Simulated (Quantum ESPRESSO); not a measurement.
TiIn3O5N, convergence and cost over cutoff and k mesh

Simulated, not a measurement. The program is pw.x of Quantum ESPRESSO 7.5 (plane-wave density functional theory). The cell is made up: 10 atoms on a corundum lattice, with randomly drawn elements, strain and displacements, not relaxed. PseudoDojo standard norm-conserving files (v0.5 for PBE, v0.4.1 for LDA and PBEsol) set the functional; there is no spin polarisation, spin-orbit coupling or dispersion term, and the masses in the input are unused placeholders.

Input of the run in row 4:

```
&control calculation='scf', pseudo_dir='./dojo.nc.sr.pbe.v0_5.standard.upf', outdir='./o', disk_io='low', tprnfor=.true., tstress=.true. /
&system ibrav=0, nat=10, ntyp=4, nbnd=49, ecutwfc=84.00895049, nosym=.true., tot_charge=0,
 occupations='smearing', smearing='fd', degauss=0.0018374661
/
&electrons conv_thr=7.350e-09, electron_maxstep=60, /
ATOMIC_SPECIES
In 1.0 In.upf
N 1.0 N.upf
O 1.0 O.upf
Ti 1.0 Ti.upf
CELL_PARAMETERS angstrom
2.7706 1.6782 4.9167
-2.8339 1.667 4.9563
-0.0414 -3.2743 4.9133
ATOMIC_POSITIONS angstrom
Ti 0.0129 0.002 5.2291
In -0.0421 0.0883 2.1684
In -0.0392 -0.0176 9.6094
In -0.1268 0.0116 12.5704
O -1.2535 1.6818 8.5752
N -0.9709 -1.7375 8.7299
O 1.8249 0.2468 8.6239
O 1.0544 -1.6686 6.1386
O 0.8015 1.821 6.1466
O -1.9731 0.019 6.1872
K_POINTS automatic
5 5 5 1 1 1
```

The same cell was run at these settings. Meshes are shifted by half a step, and differences are from the last row, which is itself not exact.

| cutoff (eV) | k mesh | k points solved | threshold (eV) | free energy less the last row's (eV) | pressure (GPa) | largest stress difference (GPa) | largest force difference (eV/Å) | iterations | wall time (s) | k-point pools | processor |
| --- | --- | --- | --- | --- | --- | --- | --- | --- | --- | --- | --- |
| 800 | 2 x 2 x 2 | 4 | 1e-04 | 1.036 | -18.79 | 9.68 | 0.093 | 12 | 24 | 4 | Intel Xeon, older |
| 1143 | 2 x 2 x 2 | 4 | 1e-07 | 0.018 | -9.37 | 0.30 | 0.067 | 16 | 137 | 1 | AMD EPYC, Zen 5 class |
| 790 | 5 x 5 x 5 | 63 | 1e-07 | 1.184 | -20.10 | 10.78 | 0.028 | 16 | 798 | 1 | AMD EPYC, Zen 5 class |
| 1143 | 5 x 5 x 5 | 63 | 1e-07 | 0.003 | -9.39 | 0.03 | 0.001 | 16 | 476 | 4 | Intel Xeon, older |
| 1437 | 7 x 7 x 7 | 172 | 1e-07 | 0.000 | -9.36 | 0.00 | 0.000 | 16 | 1698 | 4 | AMD EPYC, older |

Each pool is one process. Wall times include start-up and a band step at six k points, which weighs most on the coarsest meshes. The runs were on shared virtual cores whose load varied, so times are rough.